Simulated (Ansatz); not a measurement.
HgO (zinc blende, space group No. 216) at seven volumes, the program Ansatz at the HSE06 level (PAW), scaled uniformly. One row is withheld.

| V (Å³/atom) | P (GPa) |
|---|---|
| 16.085 | 11.59 |
| 16.616 | ? |
| 17.146 | 3.23 |
| 17.676 | 0.03 |
| 18.206 | -2.67 |
| 18.737 | -4.94 |
| 19.267 | -6.84 |

Q: Fit the shown pressures and predict the withheld one.

A: P = (3/2)B₀(x^(7/2) − x^(5/2))[1 + (3/4)(B′ − 4)(x − 1)] with x = (V₀/V)^(2/3). Least squares on the six rows gives V₀ = 17.681 Å³/atom, B₀ = 97.7 GPa, B′ = 4.77. At V = 16.616, x = 1.0423 and P = 7.04 GPa. The run itself gave 7.05 GPa.

Space group F-43m (zinc blende). The cell is a constructed one: a structure type filled with these elements; neither database checked (COD, Materials Project) lists it. COD files the formula under space group No. 44, 62, so this cell is another polymorph or a model. Its standing as an ambient phase is unchecked. The cell was relaxed with HSE06 under the symmetry of its start; whether a distortion lowers the energy is not shown. The hybrid run found no gap, on a coarse k-mesh. Spin–orbit coupling is left out wherever it is not named.

Potentials: the later of the program's two PAW sets.
